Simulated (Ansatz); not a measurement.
GaP (zinc blende)

```
GaP
1.0
    0.00000     5.45138     5.45138
    2.72569     0.00000     2.72569
    2.72569     2.72569     0.00000
P Ga
2 2
Direct
  0.37500   0.75000   0.75000
  0.87500   0.75000   0.75000
  0.00000   0.00000   0.00000
  0.50000   0.00000   0.00000
```

Scan: atom 4 (Ga, nearest neighbour P at 2.361 Å; its periodic images, 3.9 Å or more away, move with it) is displaced along Cartesian [111], direction (0.577, 0.577, 0.577) in Cartesian axes, by s. The other atoms stay.

Level of theory: r2SCAN (plane waves to 500 eV, PAW, scalar-relativistic; Ansatz, a first-principles code). k mesh 4×8×8 (Γ-centred), Fermi-Dirac smearing 0.05 eV. Energies are smeared free energies. GaP was relaxed with its symmetry unable to fall. ΔE is measured from the undisplaced structure.

| s (Å) | ΔE (meV/cell) |
|---|---|
| -0.470 | 1939 |
| -0.376 | withheld |
| -0.282 | 558 |
| -0.188 | 223 |
| -0.094 | 50 |
| 0.000 | 0 |
| 0.094 | 41 |
| 0.188 | 146 |
| 0.282 | 295 |
| 0.376 | 468 |
| 0.470 | 651 |

**Question.** Fit a polynomial form (powers 2, 3, 4) to the given rows and predict ΔE at s = -0.376.

**Answer.** Least squares on the 10 given rows: ΔE = (5121)·s² + (-6175)·s³ + (3373)·s⁴, in meV/cell with s in Å; root-mean-square residual 4.0 meV/cell. At -0.376 the fit gives 1120 meV/cell; the calculation gives 1107 meV/cell, so the interpolation is off by 13 (+1.2 %). The quadratic term alone would give 724 meV/cell.

(For displaced atoms, the force is minus the slope of the energy, and its curvature is a force constant, which sets phonon frequencies.)
